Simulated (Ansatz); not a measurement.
## C: computed property card

C:
```xyz
6
Lattice="-1.3229 2.7609 2.3225 1.3229 -2.7609 2.3225 1.3229 2.7609 -2.3225" Properties=species:S:1:pos:R:3 pbc="T T T"
C      0.8544     3.7004     0.0000
C      0.4684    -0.9395     2.3225
C      0.8544     1.8214     2.3225
C      0.4684     0.9395     0.0000
C      0.0000     0.0000     3.4837
C      0.0000     0.0000     1.1612
```

Space group Ibam (No. 72); conventional cell a = 2.6457 Å, b = 5.5218 Å, c = 4.6450 Å, α = β = γ = 90.00°.

Method: the program Ansatz at the PBEsol level (PAW). Geometry: relaxed at this level of theory. Other levels are named where they apply.

### Cell and energy

```yaml
volume_per_atom: 5.65 Å³
density: 3.53 g/cm³
```

### Electronic structure

```yaml
band_gap: 2.70 eV (smallest direct gap 2.72 eV)
valence_band_maximum: at X (k = 0.500, 0.500, 0.500 in fractions of the reciprocal vectors)
conduction_band_minimum: on the Γ–X line, 88 % of the way from Γ (k = 0.440, -0.440, 0.440 in fractions of the reciprocal vectors) (2 equivalent valleys)
electron_effective_mass: 0.53, 1.6, 4.0 mₑ (principal values)
hole_effective_mass: 0.46, 0.52, 1.0 mₑ (principal values)
```

### Mechanics

```yaml
Elastic constants (relaxed ions, GPa): C11 = 910, C22 = 1030, C33 = 1310, C12 = 114, C13 = 11.3, C23 = 29.9, C44 = 493, C55 = 330, C66 = 423
mechanical_stability: stable (all eigenvalues of C positive)
hill_bulk_and_shear_moduli: 393 and 446 GPa
Young's modulus: 971 GPa
Poisson's ratio: 0.09
debye_temperature_from_the_elastic_constants: 2050 K
```

### Dielectric response

```yaml
Electronic dielectric constant ε∞ (DFPT): 6.76 (xx), 8.31 (yy), 8.18 (zz)
```

### Phonons

```yaml
highest_zone_centre_frequency: 1233 cm⁻¹
zone_centre_stability: no imaginary mode at Γ
```

The start of the workflow was typed in or built on a structure type; neither database checked (COD, Materials Project) lists it. It is not the phase usual at ambient conditions (space group No. 194, 227). Symmetry was held in the PBEsol relaxation. The volume moved by 18 % from the start of the relaxation.

Potentials: the later of the program's two PAW sets.
